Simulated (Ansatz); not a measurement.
# Al₃GaN₄: opening a crack plane

Al₃GaN₄, Pm, a = 5.043 Å, b = 3.130 Å, c = 5.418 Å, β = 90.0°. The structure is a Materials Project entry; whether it is the stable form wasn't checked. Ansatz: PBEsol, PAW, 420 eV, Γ-centred 5×7×2 mesh on 16 atoms, Gaussian smearing 0.05 eV; no spin polarisation. One cut on (001) per cell of 16 atoms is opened rigidly by x, between planes of Al+N and Ga+N that stand 1.81 Å apart; y is the energy per area (15.786 Å², 1 eV/Å² = 16.02 J/m²).

```tsv
x (Å)	y (J/m²)
0.00	0.000
0.25	0.519
0.50	1.473
0.75	2.414
1.00	?
1.50	4.228
2.00	4.741
3.00	5.085
4.50	5.166
6.00	5.176
```

Question: Fit the universal binding curve y = W[1 − (1 + x/l) e^(−x/l)] to the other rows, give the peak stress, and predict the missing value.

Answer: Least squares gives W = 5.16 J/m² and l = 0.476 Å. The stress dy/dx peaks at x = l with W/(e l) = 39.9 GPa, for rigid faces. At x = 1.00: x/l = 2.101, y = 3.202 J/m². The run gave 3.197 J/m², so the fit is 0.005 J/m² too high, within the rms miss on the fitted rows (0.013 J/m²).

Cost: 12 runs of about 2.8 core-minutes in all, on Intel Xeon 6975P-C (Granite Rapids) (shared hosts).